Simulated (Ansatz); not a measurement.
ZrSi, first-principles data

ZrSi:
```
ZrSi
1.0
    3.73991     0.00000     0.00000
   -1.86996     3.23886     0.00000
    0.00000     0.00000     6.82908
Zr Si
2 2
Direct
  0.00000   0.00000   0.00000
  0.00000   0.00000   0.50000
  0.33333   0.66667   0.25000
  0.66667   0.33333   0.75000
```

Space group P6_3/mmc (No. 194), NiAs type; conventional cell a = 3.740 Å, b = 3.740 Å, c = 6.829 Å, α = 90.00°, β = 90.00°, γ = 120.00°.

Method: plane-wave PAW PBE (Ansatz code). The cell and atoms are relaxed at this level. Other levels are named where they apply.

### Cell and energy

* **Volume per atom**: 20.68 Å³
* **Density**: 4.79 g/cm³
* **Formation energy from the elements (no fitted shifts)**: -0.50 eV/atom

### Electronic structure

- Electronic character: metallic (no gap)
- Density of states at the Fermi level: 0.29 states/eV per atom (mean over ±0.08 eV)

### Mechanics

* **Bulk modulus (Birch–Murnaghan fit)**: 103 GPa
* **Pressure derivative B′**: 3.6

A made-up cell: these elements were put on the sites of a structure type; neither database checked (COD, Materials Project) lists it. COD files the formula under space group No. 62, 63, so this cell is another polymorph or a model. Its standing as an ambient phase is unchecked. The PBE relaxation kept the symmetry of its start; whether a distortion lowers the energy is not shown. No spin polarisation was allowed. The references are the lowest solids computed at this level, not always the standard phases. Scalar-relativistic: spin–orbit coupling is off unless named, which matters more the heavier the elements.

Potentials: the later of the program's two PAW sets.
